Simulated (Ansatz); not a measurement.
## Vibrational response of GaN at 35 GPa

Theory: DFT LDA, scalar-relativistic, plane waves, PAW (Ansatz). Settings: 420 eV plane-wave cutoff, Γ-centred 12×12×12 mesh, fixed occupations. No spin polarisation. Phonons by linear response, acoustic sum rule imposed.

The cell, relaxed at 35 GPa:
```yaml
crystal:
  lattice:
    - [0.00000, 2.13289, 2.13289]
    - [2.13289, 0.00000, 2.13289]
    - [2.13289, 2.13289, 0.00000]
  atoms:
    - { symbol: Ga, position: [0.00000, 0.00000, 0.00000] }
    - { symbol: N, position: [0.75000, 0.75000, 0.75000] }
```

Other phases may be more stable at this pressure.

Question: Give the high-frequency dielectric tensor ε∞.

Answer:
```
5.24 0.00 0.00
0.00 5.24 0.00
0.00 0.00 5.24
```

Question: Give the Born effective charges.

Answer:
```csv
atom,Z*xx,Z*yy,Z*zz,mean
Ga (atom 1),2.57,2.57,2.57,2.57
N (atom 2),-2.57,-2.57,-2.57,-2.57
```

Question: How large is the static dielectric tensor with the ions free to move, and what share of it is ionic?

Answer:
```
8.4 0.0 0.0
0.0 8.4 0.0
0.0 0.0 8.4
```
The ions give 38 % of its trace.

This zinc-blende form isn't the usual stable structure of the compound at low pressure.

Cost: 1 run of about 0.85 core-minutes, on Intel Xeon Platinum 8488C (Sapphire Rapids) (shared hosts).